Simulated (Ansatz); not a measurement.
Data:

BeTe:
```yaml
crystal:
  lattice:
    - [0.00000, 2.67995, 2.67995]
    - [2.67995, 0.00000, 2.67995]
    - [2.67995, 2.67995, 0.00000]
  atoms:
    - { symbol: Te, position: [0.00000, 0.00000, 0.00000] }
    - { symbol: Be, position: [0.50000, 0.50000, 0.50000] }
```

This is the PBE-relaxed structure.

Question: All from PBE in the plane-wave PAW code Ansatz, unless another level is named. Estimate the electronic character.

Answer: metallic (no gap).

Question: Predict the density of states at the Fermi level.

Answer: 0.32 states/eV per atom (mean over ±0.08 eV).

Question: Predict the gap with spin–orbit coupling.

Answer: none (metallic).

Space group Fm-3m (rock salt). A made-up cell: these elements were put on the sites of a structure type; neither database checked (COD, Materials Project) lists it. COD files the formula under space group No. 216, so this cell is another polymorph or a model. Its standing as an ambient phase is unchecked. The cell was relaxed with PBE under the symmetry of its start. At this level the phase is dynamically unstable (imaginary phonons). Scalar-relativistic: spin–orbit coupling is off unless named, which matters more the heavier the elements.

Potentials: the later of the program's two PAW sets.
